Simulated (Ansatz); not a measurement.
This run works on a generated trial structure, not on a known crystal.

Input and command of a plane-wave DFT calculation in Ansatz:

```yaml
crystal:
  lattice:
    - [2.7688916884, 0.0, 0.0]
    - [-1.3844458442, 2.3979305425, 0.0]
    - [0.0, 0.0, 9.956979044]
  atoms:
    - { symbol: Nb, position: [0.6666666667, 0.3333333333, 0.2267149135] }
    - { symbol: Nb, position: [0.6666666667, 0.3333333333, 0.7732850865] }
    - { symbol: Nb, position: [0.6666666667, 0.3333333333, 0.5] }
    - { symbol: C, position: [0.6666666667, 0.3333333333, 0.0] }
    - { symbol: C, position: [0.0, 0.0, 0.0] }
basis:
  ecutwfc: 420
kpoints:
  mp_grid: { grid: [18, 18, 4] }
hamiltonian:
  xc: pbe
scf:
  occupations: { method: gaussian, width: 0.1 }
output:
  forces: true
  stress: true
  eigenvalues: true
relax:
  adjacent_minimum: "off"
  f_tol: 0.01
  max_steps: 80
  cell: { stress_tol: 0.05 }
```

```bash
ansatz run input.yaml --threads 1 --pin off --max-ram 2560MiB --backend cpu --events-out ev --progress --plain --runs-dir out
```

Processor: Intel(R) Xeon(R) Platinum 8488C (Sapphire Rapids), 1 thread, on a host shared with other jobs.

How long does it run, and how much memory does it take?

About 78 s, peak memory 0.5 GiB. It solves 29 bands at 111 k points (after reduction by symmetry) with about 1329 plane waves (on the last cell), in 33 SCF iterations over 5 ionic steps.
